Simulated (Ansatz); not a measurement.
HfGe2:
```
HfGe2
1.0
    4.76819     0.00000     0.00000
    0.00000     4.76819     0.00000
    0.00000     0.00000     2.95170
Ge Hf
2 1
Direct
  0.50000   0.00000   0.00000
  0.00000   0.50000   0.00000
  0.00000   0.00000   0.50000
```

This is the PBE-relaxed structure.

Task: All from plane-wave PAW PBE (Ansatz code), unless another level is named. Give the electronic character.

Result: metallic (no gap).

Task: Next, the density of states at the Fermi level?

Result: 0.55 states/eV per atom (mean over ±0.08 eV).

Task: Next, the formation energy from the elements (no fitted shifts)?

Result: -0.12 eV/atom.

Space group P4/mmm. The cell is a constructed one: a structure type filled with these elements; neither database checked (COD, Materials Project) lists it. COD files the formula under space group No. 63, so this cell is another polymorph or a model. Its standing as an ambient phase is unchecked. The cell keeps a stress of up to 0.3 GPa. The cell was relaxed with PBE under the symmetry of its start; its stability against distortions is not shown here. The run is not spin-polarised. The references are the lowest solids computed at this level, not always the standard phases. Scalar-relativistic: spin–orbit coupling is off unless named, which matters more the heavier the elements.

Potentials: the later of the program's two PAW sets.
